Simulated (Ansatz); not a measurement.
MoS2:
```xyz
6
Lattice="3.1494 0.0000 0.0000 -1.5747 2.7275 0.0000 0.0000 0.0000 12.0886" Properties=species:S:1:pos:R:3 pbc="T T T"
Mo     1.5747     0.9092     3.0222
Mo     0.0000     1.8183     9.0665
S      0.0000     1.8183     4.5879
S      1.5747     0.9092     7.5008
S      1.5747     0.9092    10.6322
S      0.0000     1.8183     1.4564
```

Relaxed with PBE+D3(BJ). Special points in fractions of this cell's reciprocal vectors: Γ (0.000, 0.000, 0.000); M (0.500, 0.000, 0.000); K (0.333, 0.333, 0.000); A (0.000, 0.000, 0.500); L (0.500, 0.000, 0.500); H (0.333, 0.333, 0.500).

Question: List the band energies nearest the valence-band maximum at these points for DFT-PBE+D3(BJ) in the program Ansatz with PAW potentials.

Answer: In eV from the valence-band maximum; about four levels below and three above (degenerate sets whole), none deeper than 8.9 eV; points with the same levels are listed once.

| k | below | above |
|---|---|---|
| Γ | -2.16 -2.16 -1.29 -1.11 0.00 | 2.08 2.08 2.11 2.11 |
| M | -1.79 -1.54 -1.50 -1.34 | 1.60 1.66 1.97 |
| K | -2.73 -2.73 -0.85 -0.65 | 1.05 1.05 1.68 |
| A | -2.20 -2.20 -2.20 -2.20 -0.27 -0.27 | 2.08 2.08 2.08 2.08 |
| L | -1.66 -1.66 -1.41 -1.41 | 1.62 1.62 2.15 2.15 |
| H | -2.97 -2.97 -0.76 -0.76 | 1.06 1.06 2.21 2.21 |

Space group P6_3/mmc. The cell was relaxed with PBE+D3(BJ) under the symmetry of its start; phonons on a q-mesh show no instability. No spin polarisation was allowed. Spin–orbit coupling is left out wherever it is not named.

Potentials: the later of the program's two PAW sets.
